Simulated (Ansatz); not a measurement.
**Profile along the Ga–N line in GaN (wurtzite)**

GaN (wurtzite)

```
GaN
1.0
    3.18330     0.00000     0.00000
   -1.59165     2.75682     0.00000
    0.00000     0.00000     5.18388
Ga N
2 2
Direct
  0.66667   0.33333   0.00099
  0.33333   0.66667   0.50099
  0.66667   0.33333   0.62421
  0.33333   0.66667   0.12421
```

Fields along a shortest Ga–N line of a (1 -1 0 0) plane (1.95 Å), from Ga to N, interpolated on the slice's grid (step about 0.2 Å). The numbers are results of r2SCAN (plane waves to 500 eV, PAW, scalar-relativistic; Ansatz, an electronic-structure program), not measurements. k mesh 12×12×7. These are valence fields of a PAW run, semicore shells included where kept as valence: close to a nucleus they are smooth pseudo fields. GaN was relaxed with its symmetry unable to fall. The PAW data are Ansatz's earlier set.

| distance from Ga (Å) | valence electron density (e/Å³) | electron localisation function | density of the highest valence band (e/Å³) | density of the lowest conduction band (e/Å³) |
|---|---|---|---|---|
| 0.00 | 51.68 | x | 0.002 | 0.049 |
| 0.10 | 46.51 | x | 0.002 | 0.049 |
| 0.20 | 34.04 | x | 0.002 | 0.051 |
| 0.29 | 20.55 | x | 0.002 | 0.052 |
| 0.39 | 10.49 | x | 0.002 | 0.054 |
| 0.49 | 4.83 | 0.05 | 0.004 | 0.053 |
| 0.59 | 2.22 | 0.09 | 0.010 | 0.049 |
| 0.68 | 1.19 | 0.17 | 0.020 | 0.042 |
| 0.78 | 0.81 | 0.23 | 0.037 | 0.032 |
| 0.88 | 0.70 | 0.33 | 0.059 | 0.022 |
| 0.97 | 0.73 | 0.48 | 0.086 | 0.015 |
| 1.07 | 0.85 | 0.67 | 0.120 | 0.015 |
| 1.17 | 1.06 | 0.81 | 0.164 | 0.025 |
| 1.27 | 1.38 | 0.85 | 0.219 | 0.051 |
| 1.36 | 1.87 | 0.84 | 0.279 | 0.092 |
| 1.46 | 2.50 | 0.78 | 0.321 | 0.146 |
| 1.56 | 3.09 | x | 0.321 | 0.203 |
| 1.66 | 3.42 | x | 0.263 | 0.249 |
| 1.75 | 3.42 | x | 0.154 | 0.276 |
| 1.85 | 3.29 | x | 0.049 | 0.287 |
| 1.95 | 3.21 | x | 0.003 | 0.286 |

x: too close to a nucleus for the ELF to mean much. Band densities are of whole bands, smooth part only.

Density on the Ga–N line (1.95 Å) at its density minimum, 0.9 Å from Ga: 0.70 e/Å³. ELF at that point: 0.3. Element round which the density of the highest valence band (whole band, smooth part) is largest on this plane: N.
